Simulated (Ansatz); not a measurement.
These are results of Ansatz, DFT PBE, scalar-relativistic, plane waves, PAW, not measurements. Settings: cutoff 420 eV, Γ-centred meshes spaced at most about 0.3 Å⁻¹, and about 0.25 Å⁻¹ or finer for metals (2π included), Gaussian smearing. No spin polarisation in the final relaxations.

These are static total energies at zero pressure. Lower structures may exist.

Problem. Order these relaxed structures of MgSn2N2 by energy, lowest first, with the energy over the lowest of them.
A.

```
Mg Sn N
1.0
     3.36827    0.00000    0.00000
     0.00000    3.36827    0.00000
     0.00000    0.00000    8.18309
Mg Sn N
1 2 2
Direct
  0.50000 0.50000 0.00000
  0.00000 0.00000 0.69322
  0.00000 0.00000 0.30678
  0.00000 0.50000 0.15096
  0.50000 0.00000 0.84904
```

B.

```
Mg Sn N
1.0
     4.59176    0.00000    0.00000
     0.00000    4.59176    0.00000
     0.00000    0.00000    5.68486
Mg Sn N
1 2 2
Direct
  0.00000 0.00000 0.00000
  0.50000 0.50000 0.50000
  0.50000 0.50000 0.00000
  0.00000 0.00000 0.59980
  0.00000 0.00000 0.40020
```

C.

```
Mg Sn N
1.0
     3.08866    0.00000    0.00000
     0.00000    4.94184    0.00000
     0.00000    0.00000   11.23026
Mg Sn N
1 2 2
Direct
  0.50000 0.50000 0.00000
  0.50000 0.50000 0.73583
  0.50000 0.50000 0.26417
  0.00000 0.50000 0.86505
  0.00000 0.50000 0.13495
```

D.

```
Mg Sn N
1.0
     2.71032    1.56481    4.11409
    -2.71032    1.56481    4.11409
     0.00000   -3.12961    4.11409
Mg Sn N
1 2 2
Cartesian
  0.0000 0.0000 3.9857
  0.0000 0.0000 0.7875
  0.0000 0.0000 9.9693
  0.0000 0.0000 7.2856
  0.0000 0.0000 6.1476
```

Solution. A (0 meV/atom), C (234 meV/atom), D (270 meV/atom), B (482 meV/atom). Forms: A P-4m2; C Pmmm; D R3m; B P4/mmm. Counting N atoms around Mg and Sn (those within 1.25 times the shortest such distance or 1.15 times the sum of covalent radii; a plus sign parts nearer from farther groups; the shortest distance is added where it exceeds 1.18 times the sum of covalent radii; a slash parts the counts of unlike sites): A has Mg 4, Sn 2; C has Mg 4, Sn 2; D has Mg 1, Sn 1+3 from 2.7 Å/6+3 from 3.4 Å; B has Mg 2, Sn 8 from 3.3 Å/8+8 from 4.0 Å. D holds N–N pairs as short as in free N₂ molecules (shortest 1.14 Å); B holds N–N pairs as short as in free N₂ molecules (shortest 1.13 Å) (bonds between like non-metal atoms; other contacts aren't counted).

Weakly bound directions are ill-defined at this level, which has no dispersion term (Pmmm), and this can change margins and order among such cells. The P-4m2 cell at 18.6 Å³/atom was relaxed from a Materials Project cell. Cells relaxed within their symmetry can be saddle points. Some types were kept out of the candidates beforehand, so the set may lack a known form.
